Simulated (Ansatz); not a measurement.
AgI:
```cif
data_Ag4I4
_chemical_formula_sum 'Ag4 I4'
_space_group_name_H-M_alt 'F-43m'
_space_group_IT_number 216
_space_group_name_Hall 'F -4 2 3'
_cell_length_a 6.62819
_cell_length_b 6.62819
_cell_length_c 6.62819
_cell_angle_alpha 90.000
_cell_angle_beta 90.000
_cell_angle_gamma 90.000
loop_
_atom_site_label
_atom_site_type_symbol
_atom_site_symmetry_multiplicity
_atom_site_Wyckoff_symbol
_atom_site_fract_x
_atom_site_fract_y
_atom_site_fract_z
_atom_site_occupancy
Ag1 Ag 4 c 0.25000 0.25000 0.25000 1
I1 I 4 a 0.00000 0.00000 0.00000 1
```
(The calculation used a cell of 2 atoms; values per cell refer to that cell.)

Relaxed with PBE. Independent-particle spectrum: no excitons, no local fields, no scissors shift; 0.1 eV broadening; ε₁ of the summed bands alone.

Tabulate the dielectric function from PBE (plane waves, PAW; program Ansatz).



```csv
E (eV),ε₁ xx,ε₂ xx
0.0,5.34,0.00
0.4,5.39,0.00
0.8,5.54,0.00
1.2,5.96,0.01
1.6,6.24,0.89
2.0,6.06,1.17
2.4,6.11,1.39
2.8,6.38,1.70
3.2,6.88,2.50
3.6,5.45,4.10
4.0,4.80,3.34
4.4,5.05,2.99
4.8,5.83,3.13
5.2,7.98,4.98
5.6,2.83,6.42
6.0,3.80,4.78
6.4,6.30,7.84
6.8,1.09,8.88
7.2,-1.32,6.77
7.6,-3.20,5.25
8.0,-2.44,3.15
8.4,-1.54,2.15
8.8,-0.31,1.98
9.2,-0.70,2.95
9.6,-0.79,1.86
10.0,-0.53,2.02
10.4,-1.02,1.74
10.8,-0.74,1.12
11.2,-0.29,1.06
11.6,-0.28,1.01
12.0,-0.10,0.81
```

From ε at 3.3 eV (xx: 7.04 + 2.98i), find n, k, the normal reflectivity and the absorption coefficient.

n = 2.71, k = 0.550, R = 23 %, α = 2kE/ħc = 180000 cm⁻¹.

With all bands, ε∞ without local fields is 5.52. DFPT, with local fields, gives 5.12.

Symmetry was held in the PBE relaxation; phonons on a q-mesh show no instability. The run is not spin-polarised. Scalar-relativistic: spin–orbit coupling is off unless named, which matters more the heavier the elements.

Potentials: the later of the program's two PAW sets.
